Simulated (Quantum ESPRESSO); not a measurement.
Ga2SiZnO6, convergence and cost over cutoff and k mesh

A calculation, not a measurement. The program is pw.x of Quantum ESPRESSO 7.5 (plane-wave density functional theory). The cell is made up: 10 atoms on a corundum lattice, with randomly drawn elements, strain and displacements, not relaxed. PseudoDojo standard norm-conserving files (v0.5 for PBE, v0.4.1 for LDA and PBEsol) set the functional; there is no spin polarisation, spin-orbit coupling or dispersion term, and the masses in the input are unused placeholders.

Input of the run in row 2:

```
&control calculation='scf', pseudo_dir='./dojo.nc.sr.pbe.v0_5.standard.upf', outdir='./o', disk_io='low', tprnfor=.true., tstress=.true. /
&system ibrav=0, nat=10, ntyp=4, nbnd=49, ecutwfc=84.00895049, nosym=.true., tot_charge=0,
 occupations='smearing', smearing='fd', degauss=0.0018374661
/
&electrons conv_thr=7.350e-09, electron_maxstep=60, /
ATOMIC_SPECIES
Ga 1.0 Ga.upf
O 1.0 O.upf
Si 1.0 Si.upf
Zn 1.0 Zn.upf
CELL_PARAMETERS angstrom
2.3631 1.3973 4.2602
-2.4914 1.4256 4.3222
-0.0397 -2.8118 4.2877
ATOMIC_POSITIONS angstrom
Ga -0.0862 0.0388 4.5642
Si -0.0344 0.0273 1.9054
Zn -0.165 0.0078 8.285
Ga -0.1081 -0.015 10.9554
O -1.035 1.4002 7.486
O -0.8072 -1.5061 7.5197
O 1.4977 0.0867 7.5054
O 0.8263 -1.3478 5.4118
O 0.6317 1.4777 5.351
O -1.7457 -0.0719 5.3355
K_POINTS automatic
6 5 5 1 1 1
```

The same cell was run at these settings. Meshes are shifted by half a step, and differences are from the last row, which is itself not exact.

```
cutoff (eV)     k mesh  k points solved  threshold (eV)  free energy less the last row's (eV)  pressure (GPa)  largest stress difference (GPa)  largest force difference (eV/Å)  iterations  wall time (s)  k-point pools                  processor
        800  2 x 2 x 2                4           1e-04                                 3.885          -38.61                            63.77                            0.090           8             12              4  Intel Xeon, 2023 or later
       1143  6 x 5 x 5               75           1e-07                                 0.003           24.88                             0.03                            0.000          11            149              4  Intel Xeon, 2023 or later
       1437  8 x 7 x 7              196           1e-07                                 0.000           24.91                             0.00                            0.000          11            705              4  Intel Xeon, 2023 or later
```

Each pool is one process. Wall times include start-up and a band step at six k points, which weighs most on the coarsest meshes. The runs were on shared virtual cores whose load varied, so times are rough.